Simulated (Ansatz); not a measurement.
Ni (fcc, Cu type)

```xyz
1
Lattice="0.0000 1.7314 1.7314 1.7314 0.0000 1.7314 1.7314 1.7314 0.0000" Properties=species:S:1:pos:R:3 pbc="T T T"
Ni     0.0000     0.0000     0.0000
```

This relaxed cell (volume V₀) is scaled evenly in all directions, its shape held. Symmetry pins the atoms to their sites.

The numbers are results of PBEsol (plane waves to 420 eV, PAW, scalar-relativistic; Ansatz, a program for electronic structure), not measurements. k mesh 24×24×24 (Γ-centred), Fermi-Dirac smearing 0.05 eV. Energies are smeared free energies. On this mesh the relaxed cell isn't quite at rest: it carries a pressure of 0.2 GPa (compression positive) at the zero of the scan. Ni was relaxed with its symmetry unable to fall. Relaxed Ni ends ferromagnetic. Other magnetic orders were not checked, so this need not be the ground state. The zero of ΔE is the relaxed starting cell. The last digit holds for this mesh only.

| V (Å³/atom) | ΔE (meV/atom) |
|---|---|
| 8.719 | 268.2 |
| 9.052 | 159.9 |
| 9.384 | 84.2 |
| 9.716 | 35.2 |
| 10.048 | 8.4 |
| 10.380 | 0.0 |
| 10.712 | 6.8 |
| 11.045 | 26.4 |
| 11.377 | 56.5 |
| 11.709 | 95.3 |
| 12.041 | 141.4 |

What is the fitted pressure derivative B₀′?

4.8.

What bulk modulus B₀ follows from a third-order Birch-Murnaghan fit?

229 GPa. Check by three points about V = 10.380 Å³/atom, step 0.664: d²E/dV² ≈ (35 − 2·0 + 26) meV / 0.664² = 0.138 eV/Å⁶, and V·d²E/dV² × 160.2 = 230 GPa.

(A scan under strain: stresses follow from slopes of the energy per volume, elastic moduli from its curvatures.)
